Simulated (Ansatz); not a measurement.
AgAu (L1₀ or tetragonal B2, P4/mmm) at seven volumes, plane-wave PAW PBEsol (Ansatz code), shape and atoms relaxed at each. One row is withheld.

| V (Å³/atom) | P (GPa) |
|---|---|
| 15.263 | 18.09 |
| 15.766 | ? |
| 16.269 | 4.86 |
| 16.773 | 0.00 |
| 17.276 | -3.97 |
| 17.779 | -7.19 |
| 18.282 | -9.78 |

Fit the shown pressures and predict the withheld one.

Third-order Birch–Murnaghan: P = (3/2)B₀(x^(7/2) − x^(5/2))[1 + (3/4)(B′ − 4)(x − 1)] with x = (V₀/V)^(2/3). Least squares on the six rows gives V₀ = 16.772 Å³/atom, B₀ = 146.0 GPa, B′ = 5.81. At V = 15.766, x = 1.0421 and P = 10.80 GPa. The run itself gave 10.80 GPa.

The start of the workflow was typed in or built on a structure type; neither database checked (COD, Materials Project) lists it. Whether it is the stable phase at ambient conditions was not checked. The PBEsol relaxation kept the symmetry of its start; whether a distortion lowers the energy is not shown. The run is not spin-polarised. Scalar-relativistic: spin–orbit coupling is off unless named, which matters more the heavier the elements.

Potentials: the earlier of the program's two PAW sets. The files were generated under PBE; for other functionals the program regenerates the frozen cores, and for LDA and PBEsol the local potential too.
